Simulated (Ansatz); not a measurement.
The slice is one period of a {110} plane through atoms; its size isn't given.

All values below come from r2SCAN (plane waves to 500 eV, PAW, scalar-relativistic; Ansatz, a first-principles code). These are valence fields of a PAW run, semicore shells included where kept as valence: close to a nucleus they are smooth pseudo fields.

```
|66666543100000013456666|
|66666543100000013456666|
|66665432100000012345666|
|66655431100000011345566|
|55544321000000001234455|
|44433211000000001123344|
|33222111111111111112223|
|11111111112222111111111|
|11111112223333222111111|
|00001122334444332211000|
|00011223445555443221100|
|00011234566776654321100|
|00112345677887765432110|
|00112345788998875432110|
|00112356789999876532110|
|01112356789999876532111|
|00112356789999876532110|
|00112345788998875432110|
|00112345677887765432110|
|00011234566776654321100|
|00011223445555443221100|
|00001122334444332211000|
|11111112223333222111111|
|11111111112222111111111|
|33222111111111111112223|
|44433211000000001123344|
|55544321000000001234455|
|66655431100000011345566|
|66665432100000012345666|
|66666543100000013456666|
|66666543100000013456666|
|66666543200000023456666|
```
Scale: ten equal steps from -1.19 (start of '0') to 0.95 (end of '9'), in the order '0123456789'. Values: log₁₀ of the valence density in e/Å³. The map has 23 points along u (one character each, u = 0 at the left) and 32 along v (v = 0 in the bottom row). The scale is logarithmic, as a density can span decades between atoms and voids.

```
|xxx799851000000158997xx|
|xxx899841000000148998xx|
|77899962000000002699987|
|99999741000110001479999|
|99987410001221000147899|
|88753100012332100013578|
|44320000123333210000234|
|11000012333333332100001|
|00000123333333333210000|
|00112333333333333332110|
|22223333333333333333222|
|33333333333333333333333|
|33333333321001233333333|
|4433333331xxxx133333334|
|443333332xxxxxx23333334|
|443333331xxxxxx13333334|
|443333332xxxxxx23333334|
|4433333331xxxx133333334|
|33333333321001233333333|
|33333333333333333333333|
|22223333333333333333222|
|00112333333333333332110|
|00000123333333333210000|
|11000012333333332100001|
|44320000123333210000234|
|88753100012332100013578|
|99987410001221000147899|
|99999741000110001479999|
|77899962000000002699987|
|xxx899841000000148998xx|
|xxx799851000000158997xx|
|xxx799951000000159997xx|
```
Scale: ten equal steps from 0.08 (start of '0') to 0.85 (end of '9'), in the order '0123456789'. Values: electron localisation function (ELF). The map has 23 points along u (one character each, u = 0 at the left) and 32 along v (v = 0 in the bottom row). Points within 0.5 Å of a nucleus are blanked (x), as the pseudised field means little there.

Which relaxed crystal do these maps come from?
A. LaTl (CsCl type)
B. AlNi (CsCl type)
C. SrTl (CsCl type)

A, LaTl (CsCl type). Atoms on the slice: La at (0.00, 0.00); Tl at (0.50, 0.50)

AlNi is run without spin polarisation. All were relaxed with their symmetry unable to fall. LaTl is run without spin polarisation. Spin-orbit coupling is left out.
